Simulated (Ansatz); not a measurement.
Theory: DFT PBE, scalar-relativistic, plane waves, PAW, and for the lanthanide a 4f-in-core norm-conserving potential, in Ansatz. All cells share a 630 eV cutoff and Γ-centred k meshes spaced about 0.3 Å⁻¹ or finer (0.25 for metals, 2π included). No spin polarisation.

These are static total energies at zero pressure.

Compare these two cells of Dy₅C, each relaxed at this level.

1.

```
Dy C
1.0
     3.30844    1.91013    4.01459
    -3.30844    1.91013    4.01459
     0.00000   -3.82026    4.01459
Dy C
5 1
Direct
  0.00000 0.00000 0.50000
  0.50000 0.00000 0.00000
  0.00000 0.50000 0.00000
  0.38131 0.38131 0.38131
  0.61869 0.61869 0.61869
  0.00000 0.00000 0.00000
```

2.

```
Dy C
1.0
    -2.51631    4.11378    4.13703
     2.51631   -4.11378    4.13703
     2.51631    4.11378   -4.13703
Dy C
5 1
Direct
  0.71092 0.00000 0.71092
  0.28908 0.00000 0.28908
  0.71180 0.71180 0.00000
  0.28820 0.28820 0.00000
  0.00000 0.50000 0.50000
  0.00000 0.00000 0.00000
```

Task: Which form is favoured at zero pressure, and by what margin per atom?

Result: Cell 2 is lower, by 0.31 eV/atom. Cell 1 has space group R-3m (No. 166), 25.4 Å³/atom and no gap on its mesh; cell 2 has space group Immm (No. 71), 28.5 Å³/atom and no gap. Counting Dy atoms around C (those within 1.25 times the shortest such distance or 1.15 times the sum of covalent radii, 1.27 where that leaves under three), cell 1 and cell 2 both have C 6. The lower one is the more open, so pressure narrows the difference. Both come from trial cells of a structure search, whose lowest cell (I4/m, 27.5 Å³/atom) lies 107 meV/atom below the lower of the two.

With atoms moved at random, cell 2 (by 107 meV/atom) fell into a lower structure. Cell 1 had no clear such test and can be a saddle point. Some types were kept out of the candidates beforehand, so the set may lack a known form.

The lanthanide is trivalent by construction, without f bands, f moments or other valences.
